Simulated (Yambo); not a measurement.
**Rb$_{3}$AlF$_{6}$: sweep of GW parameters**

G0W0@PBEsol for Rb3AlF6 (space group Fm-3m, No. 225) in Yambo. Reference settings: 2×2×2 Γ-centred k mesh, 324 bands and a 8 Ry block in the screening, 324 bands in G with the Bruneval-Gonze terminator, plasmon pole fitted at 27.2 eV. The PBEsol gap Γ → Γ on this mesh is 6.31 eV; G0W0 gaps are taken between the same points.

| change from the reference | G0W0 gap Γ → Γ (eV) | shift of the valence edge (eV) | rough Yambo cost |
|---|---|---|---|
| reference settings | 10.14 | -2.62 | 1 |
| 121 bands in W, 121 bands in G | 10.29 | -2.51 | about 1/3 |
| 208 bands in W, 208 bands in G | 10.16 | -2.57 | within a factor of two |
| 121 bands in G | 10.18 | -2.64 | – |
| 208 bands in G | 10.15 | -2.63 | – |
| 151 bands in W | 10.20 | -2.52 | about 1/2 |
| 2 Ry block | 10.92 | -3.54 | about 1/2 |
| 3 Ry block | 10.37 | -2.97 | about 1/2 |
| 7 Ry block | 10.12 | -2.63 | within a factor of two |
| pole fitted at 10 eV | 10.06 | -2.50 | – |
| no random integration | 9.95 | -2.30 | – |
| 121 bands in G, no terminator | 9.83 | -2.02 | – |
| 208 bands in G, no terminator | 9.93 | -2.26 | – |
| no terminator | 10.00 | -2.40 | – |

The reference isn't shown to be the converged limit. Costs are rough (shared machines), scaled to the same edge states, and given only for runs that recompute the screening.

Geometry of the Materials Project entry, not relaxed at this level; primitive cell a = 6.2541 Å, b = 6.2541 Å, c = 6.2541 Å, α = 60.00°, β = 60.00°, γ = 60.00°.

The structure is a Materials Project entry; no match was found in the copy of COD used, and its stability was not checked.

A shift is the quasiparticle energy of the state minus its PBEsol energy.
